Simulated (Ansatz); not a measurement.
Ru, buckled honeycomb layer, relaxed and computed with two functionals in Ansatz (plane waves, PAW).

```tsv
functional	a (Å)	thickness (Å)
PBE	3.527	1.07
r²SCAN+D4	?	?
```

Question: What belongs in the gaps?

Answer: 
- r²SCAN+D4, a (Å): 3.521
- r²SCAN+D4, thickness (Å): 1.05

Spin orders computed, not proven ground states: Ru, buckled honeycomb layer with PBE ferromagnetic; Ru, buckled honeycomb layer with r²SCAN+D4 ferromagnetic. All cells were relaxed under the symmetry of their starts (and spin orders); stability against distortions was not tested throughout. Spin–orbit coupling is left out wherever it is not named. Constructed layers (a layer type filled with these elements): Ru, buckled honeycomb layer; Ru, buckled honeycomb layer.

Potentials: the later of the program's two PAW sets.

Ansatz (an electronic-structure program) is a plane-wave DFT program.
